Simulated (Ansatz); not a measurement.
Polymorphs of AlAs, each relaxed with the program Ansatz at the LDA level (PAW):

A: rock salt (Fm-3m)
a = 5.210 Å, b = 5.210 Å, c = 5.210 Å, α = 90.00°, β = 90.00°, γ = 90.00°

```
atom  site  symmetry       x       y       z
----  ----  --------  ------  ------  ------
Al      4b      m-3m  0.5000  0.5000  0.5000
As      4a      m-3m  0.0000  0.0000  0.0000
```

B: wurtzite (P6_3mc)
a = b = 3.971 Å, c = 6.529 Å, α = β = 90.00°, γ = 120.00°

```csv
atom,site,symmetry,x,y,z
Al,2b,3m.,0.3333,0.6667,0.0008
As,2b,3m.,0.3333,0.6667,0.3752
```

**Question.** Rank these by energy per atom at 0 K (lowest first), as LDA gives it.

**Answer.** B (+0 meV/atom), A (+210 meV/atom)

**Question.** Give each one's gap.

**Answer.** A no gap; B 1.61 eV.

Not the usual ambient phase: A; B. All cells were relaxed under the symmetry of their starts (and spin orders); stability against distortions was not tested throughout. Scalar-relativistic: spin–orbit coupling is off unless named, which matters more the heavier the elements.

Energies hold the estimated change up to a 700 eV cutoff; steps of a few meV lie near the error of the meshes.

Potentials: the later of the program's two PAW sets.
